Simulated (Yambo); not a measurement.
NaRhS2O8 (space group C2/m, No. 12), G0W0@LDA (Yambo, plasmon pole, terminator in G, 2×2×2 mesh): gap (0, -0.5, -0.5) → (0, -0.5, 0) in eV by bands and screening block.

```
bands (W and G)  2 Ry  3 Ry  4 Ry  6 Ry  7 Ry
---------------  ----  ----  ----  ----  ----
71               4.11  3.69  3.59  3.49  3.49
100                 ?  3.62  3.52  3.42  3.41
138                 ?  3.58     ?  3.38  3.37
185              4.00  3.57  3.46  3.36  3.35
233              4.00  3.57  3.46  3.36  3.35
```

Problem. Estimate the withheld gaps from their neighbours; the computed values follow.

Solution. 
- 100, 2 Ry: 4.04
- 138, 2 Ry: 4.01
- 138, 4 Ry: 3.48

The largest settings aren't shown to be the converged limit.

Spin-orbit coupling is not included.

Geometry of the Materials Project entry, not relaxed at this level; primitive cell a = 4.7686 Å, b = 4.7686 Å, c = 7.2179 Å, α = 92.37°, β = 92.37°, γ = 66.57°.

The structure is a Materials Project entry; no match was found in the copy of COD used, and its stability was not checked.
